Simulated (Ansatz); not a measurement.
SnO$_{2}$:
```cif
data_O4Sn2
_chemical_formula_sum 'Sn2 O4'
_space_group_name_H-M_alt 'P 1'
_space_group_IT_number 1
_cell_length_a 4.72263
_cell_length_b 4.72263
_cell_length_c 3.19022
_cell_angle_alpha 90.000
_cell_angle_beta 90.000
_cell_angle_gamma 90.000
loop_
_space_group_symop_operation_xyz
  'x, y, z'
loop_
_atom_site_label
_atom_site_type_symbol
_atom_site_fract_x
_atom_site_fract_y
_atom_site_fract_z
_atom_site_occupancy
Sn1 Sn 0.00000 0.00000 0.00000 1
Sn2 Sn 0.50000 0.50000 0.50000 1
O1 O 0.30607 0.30607 0.00000 1
O2 O 0.80607 0.19393 0.50000 1
O3 O 0.19393 0.80607 0.50000 1
O4 O 0.69393 0.69393 0.00000 1
```

Relaxed with LDA.

Question: Decompose the optical modes at the zone centre into irreducible representations, and say which are infrared and Raman allowed.

Answer: Point group 4/mmm: Γ_opt = A1g + A2g + A2u + B1g + 2B1u + B2g + Eg + 3Eu. Infrared: A2u, Eu. Raman: A1g, B1g, B2g, Eg.

Question: Assign frequencies (DFPT, LDA (plane waves, PAW; program Ansatz); without the LO–TO term).

Answer: B1g 104, B1u 146, Eu 224, Eu 281, A2g 348, A2u 460, Eg 467, B1u 559, Eu 597, A1g 627, B2g 755 cm⁻¹.

Subscripts of B labels follow the axes of the standard setting.

Space group P4_2/mnm (rutile). The LDA relaxation kept the symmetry of its start; phonons on a q-mesh show no instability. Spin–orbit coupling is left out wherever it is not named.

Potentials: the later of the program's two PAW sets.
